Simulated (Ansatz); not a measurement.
Level of theory: Ansatz 0.2.0, DFT PBE, scalar-relativistic, plane waves, PAW. Settings: cutoff 420 eV, Γ-centred meshes spaced at most about 0.3 Å⁻¹, and about 0.25 Å⁻¹ or finer for metals (2π included), Gaussian smearing. No spin polarisation in the final relaxations.

All energies are static (0 K, no zero-point motion). All come from trial cells, and lower structures may exist.

Question: Order these relaxed structures of Lu2SiNF2 by energy, lowest first, with the energy over the lowest of them.
1.

Space group P4mm (No. 99). a = 4.272 Å, b = 4.272 Å, c = 7.405 Å, α = 90.00°, β = 90.00°, γ = 90.00°
| atom | site | symmetry | x | y | z |
| --- | --- | --- | --- | --- | --- |
| Lu | 2c | 2mm. | 0.5000 | 0.0000 | 0.0647 |
| Si | 1a | 4mm | 0.0000 | 0.0000 | 0.7253 |
| N | 1b | 4mm | 0.5000 | 0.5000 | 0.1511 |
| F | 1b | 4mm | 0.5000 | 0.5000 | 0.7967 |
| F | 1a | 4mm | 0.0000 | 0.0000 | 0.1975 |

2.

Space group P-4m2 (No. 115). a = 3.262 Å, b = 3.262 Å, c = 7.713 Å, α = 90.00°, β = 90.00°, γ = 90.00°
| atom | site | symmetry | x | y | z |
| --- | --- | --- | --- | --- | --- |
| Lu | 2g | 2mm. | 0.5000 | 0.0000 | 0.2739 |
| Si | 1a | -4m2 | 0.0000 | 0.0000 | 0.0000 |
| N | 1b | -4m2 | 0.5000 | 0.5000 | 0.0000 |
| F | 2g | 2mm. | 0.5000 | 0.0000 | 0.5898 |

3.

Space group P4mm (No. 99). a = 3.383 Å, b = 3.383 Å, c = 7.849 Å, α = 90.00°, β = 90.00°, γ = 90.00°
| atom | site | symmetry | x | y | z |
| --- | --- | --- | --- | --- | --- |
| Lu | 1a | 4mm | 0.0000 | 0.0000 | 0.7766 |
| Lu | 1b | 4mm | 0.5000 | 0.5000 | 0.4058 |
| Si | 1a | 4mm | 0.0000 | 0.0000 | 0.1999 |
| N | 1b | 4mm | 0.5000 | 0.5000 | 0.6663 |
| F | 2c | 2mm. | 0.5000 | 0.0000 | 0.9750 |

4.

Space group P4/nmm:1 (No. 129). a = 3.325 Å, b = 3.325 Å, c = 15.325 Å, α = 90.00°, β = 90.00°, γ = 90.00°
```json
{"atom": "Lu", "site": "2c", "symmetry": "4mm", "x": "0.0000", "y": "0.5000", "z": "0.6838"}
{"atom": "Lu", "site": "2c", "symmetry": "4mm", "x": "0.5000", "y": "0.0000", "z": "0.9170"}
{"atom": "Si", "site": "2c", "symmetry": "4mm", "x": "0.0000", "y": "0.5000", "z": "0.4323"}
{"atom": "N", "site": "2c", "symmetry": "4mm", "x": "0.5000", "y": "0.0000", "z": "0.4539"}
{"atom": "F", "site": "2c", "symmetry": "4mm", "x": "0.5000", "y": "0.0000", "z": "0.7696"}
{"atom": "F", "site": "2c", "symmetry": "4mm", "x": "0.0000", "y": "0.5000", "z": "0.8558"}
```

Answer: 4 (0 meV/atom), 2 (63 meV/atom), 3 (126 meV/atom), 1 (498 meV/atom). Forms: 4 P4/nmm; 2 P-4m2; 3 P4mm; 1 P4mm. Counting F or N atoms around Lu and Si (for each partner element, those within 1.25 times its shortest distance or 1.15 times the sum of covalent radii, where it is the nearest in units of that sum or under 1.3; a plus sign parts groups by distance over the sum of covalent radii; the shortest distance is added where it exceeds 1.18 times the sum of covalent radii; a slash parts the counts of unlike sites): cell 4 has Lu 5/1+5, Si 1; cell 2 has Lu 7, Si 4 from 2.3 Å; cell 3 has Lu 1/8, Si 4 from 2.4 Å; cell 1 has Lu 4+2, Si 4+1 from 3.1 Å.

No dispersion correction is applied, so the spacing and binding between layers, chains or molecules are poorly described (P4mm at 22.5 Å³/atom), and this can change margins and order among such cells. In P-4m2, P4mm at 15.0 Å³/atom, P4mm at 22.5 Å³/atom an odd number of electrons in the primitive cell allows no gap without spin; a larger cell or a magnetic state could open one. A magnetic state wasn't ruled out in cells without spin, among them P-4m2, P4mm at 15.0 Å³/atom, P4mm at 22.5 Å³/atom. Cells relaxed within their symmetry can be saddle points. Some types were kept out of the candidates beforehand, so the set may lack a known form.
